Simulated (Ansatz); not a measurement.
## Every step of a relaxation of rocksalt HfN (100), 3 layers

DFT, LDA, PAW with Ansatz's default frozen-core files, scalar-relativistic (Ansatz 0.2.0); a Γ-centred 13×13×1 k mesh, Fermi–Dirac smearing of 0.08 eV, no spin polarisation. The run relaxes the atoms in the fixed cell.

Command: `ansatz run input.yaml --threads 2 --pin off --max-ram 4096MiB --backend cpu --events-out ev --progress --plain --runs-dir out` It took 95 s on 2 threads of Arm Neoverse V2, with other jobs on the host, peak memory 0.56 GiB.

```yaml
crystal:
  lattice:
    - [3.1594338637, 0.0, 0.0]
    - [0.0, 3.1594338637, 0.0]
    - [0.0, 0.0, 20.4681]
  atoms:
    - { symbol: Hf, position: [0.25, 0.25, 0.3908517591] }
    - { symbol: "N", position: [0.75, 0.75, 0.3908517591] }
    - { symbol: Hf, position: [0.75, 0.75, 0.5] }
    - { symbol: "N", position: [0.25, 0.25, 0.5] }
    - { symbol: Hf, position: [0.25, 0.25, 0.6091482409] }
    - { symbol: "N", position: [0.75, 0.75, 0.6091482409] }
kpoints:
  mp_grid: { grid: [13, 13, 1] }
scf:
  occupations: { method: fermi_dirac, width: 0.08 }
hamiltonian:
  xc: lda
  pseudopotentials: { kind: paw }
output:
  forces: true
  stress: true
  eigenvalues: true
relax:
  f_tol: 0.01
  max_steps: 40
efield:
  axis: 3
  amplitude: 0
  dipole_correction: true
```

Each step lists its free energy a cell above the last geometry, and Cartesian positions (Å) with forces (eV/Å).

The first step:

```
step 1  dF = 282.65 meV
  Hf 0.7899 0.7899 8.0000   0.0000 0.0000 1.4870
  N 2.3696 2.3696 8.0000   0.0000 0.0000 -0.8903
  Hf 2.3696 2.3696 10.2340   0.0000 0.0000 0.0000
  N 0.7899 0.7899 10.2340   0.0000 0.0000 0.0000
  Hf 0.7899 0.7899 12.4681   0.0000 0.0000 -1.4870
  N 2.3696 2.3696 12.4681   0.0000 0.0000 0.8903
```

Spin–orbit coupling is left out, which matters for the heavy atoms. The PAW files were made under PBE.

Problem. Where does the relaxation end, and by which steps?

Solution. After 4 geometries, with a shortest distance of 2.112 Å. The further steps:
```
step 2  dF = 8.45 meV
  Hf 0.7899 0.7899 8.1215   0.0000 0.0000 0.0914
  N 2.3696 2.3696 7.9521   0.0000 0.0000 -0.2790
  Hf 2.3696 2.3696 10.2340   0.0000 0.0000 0.0000
  N 0.7899 0.7899 10.2340   0.0000 0.0000 0.0000
  Hf 0.7899 0.7899 12.3466   0.0000 0.0000 -0.0914
  N 2.3696 2.3696 12.5160   0.0000 0.0000 0.2790
step 3  dF = 0.97 meV
  Hf 0.7899 0.7899 8.1217   0.0000 0.0000 -0.0314
  N 2.3696 2.3696 7.9114   0.0000 0.0000 0.0932
  Hf 2.3696 2.3696 10.2340   0.0000 0.0000 0.0000
  N 0.7899 0.7899 10.2340   0.0000 0.0000 0.0000
  Hf 0.7899 0.7899 12.3464   0.0000 0.0000 0.0314
  N 2.3696 2.3696 12.5567   0.0000 0.0000 -0.0932
step 4  dF = 0.00 meV
  Hf 0.7899 0.7899 8.1217   0.0000 0.0000 0.0022
  N 2.3696 2.3696 7.9222   0.0000 0.0000 -0.0039
  Hf 2.3696 2.3696 10.2340   0.0000 0.0000 0.0000
  N 0.7899 0.7899 10.2340   0.0000 0.0000 0.0000
  Hf 0.7899 0.7899 12.3464   0.0000 0.0000 -0.0022
  N 2.3696 2.3696 12.5459   0.0000 0.0000 0.0039
step 5  dF = 0.00 meV  (same geometry, solved once more)
  Hf 0.7899 0.7899 8.1217   0.0000 0.0000 0.0024
  N 2.3696 2.3696 7.9222   0.0000 0.0000 -0.0037
  Hf 2.3696 2.3696 10.2340   0.0000 0.0000 0.0000
  N 0.7899 0.7899 10.2340   0.0000 0.0000 0.0000
  Hf 0.7899 0.7899 12.3464   0.0000 0.0000 -0.0024
  N 2.3696 2.3696 12.5459   0.0000 0.0000 0.0037
```
